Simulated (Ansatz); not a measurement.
The relaxed structure here is a generated cell of LiNbO3: the first start was made by placing the elements on the sites of a structure type, and the end was not matched to a known phase here, so it may be hypothetical. Known forms of LiNbO3 include space group No. 161.

A relaxed structure of LiNbO3. Space group P6₃/mmc (No. 194). Calculation: PBEsol (plane waves to 420 eV, PAW, scalar-relativistic; Ansatz, a first-principles code).

```cif
data_Li2Nb2O6
_chemical_formula_sum 'Li2 Nb2 O6'
_space_group_name_H-M_alt 'P 1'
_space_group_IT_number 1
_cell_length_a 5.43696
_cell_length_b 5.43696
_cell_length_c 5.36107
_cell_angle_alpha 90.000
_cell_angle_beta 90.000
_cell_angle_gamma 120.000
loop_
_space_group_symop_operation_xyz
  'x, y, z'
loop_
_atom_site_label
_atom_site_type_symbol
_atom_site_fract_x
_atom_site_fract_y
_atom_site_fract_z
_atom_site_occupancy
Li1 Li 0.33333 0.66667 0.75000 1
Li2 Li 0.66667 0.33333 0.25000 1
Nb1 Nb 0.00000 0.00000 0.00000 1
Nb2 Nb 0.00000 0.00000 0.50000 1
O1 O 0.15699 0.31399 0.25000 1
O2 O 0.68601 0.84301 0.25000 1
O3 O 0.15699 0.84301 0.25000 1
O4 O 0.84301 0.68601 0.75000 1
O5 O 0.31399 0.15699 0.75000 1
O6 O 0.84301 0.15699 0.75000 1
```

Q: What is the computed band gap (PBEsol)?

A: 1.71 eV, direct at Γ (no spin-orbit coupling).

No spin polarisation in the result.

The run could not lose the symmetry of its start: the end is stationary, and may be a saddle point rather than a minimum.
